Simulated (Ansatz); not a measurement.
### Question
Each is relaxed and computed with r²SCAN (plane waves, PAW; program Ansatz). Which alone has a direct gap?
A. As2O3, P2_1/c (Pearson symbol mP20)
B. AsSe, P2_1/c (Pearson symbol mP32)
C. Ba2Zn3As2O2, I4/mmm (Pearson symbol tI18)
D. ZnAs2, P2_1/c (Pearson symbol mP24)

### Answer
D, ZnAs2, P2_1/c (Pearson symbol mP24). ZnAs2: gap 0.52 eV (direct); AsSe: gap 1.62 eV (indirect); Ba2Zn3As2O2: gap 0.65 eV (indirect); As2O3: gap 4.35 eV (indirect). Standing as an ambient phase not checked: ZnAs2, P2_1/c (Pearson symbol mP24); AsSe, P2_1/c (Pearson symbol mP32); Ba2Zn3As2O2, I4/mmm (Pearson symbol tI18); As2O3, P2_1/c (Pearson symbol mP20). Weakly bound layers, chains or molecules computed without a dispersion correction, so cells and soft constants are ill determined: AsSe, P2_1/c (Pearson symbol mP32); As2O3, P2_1/c (Pearson symbol mP20). All cells were relaxed under the symmetry of their starts (and spin orders); stability against distortions was not tested throughout. Scalar-relativistic: spin–orbit coupling is off unless named, which matters more the heavier the elements.

Potentials: the later of the program's two PAW sets.
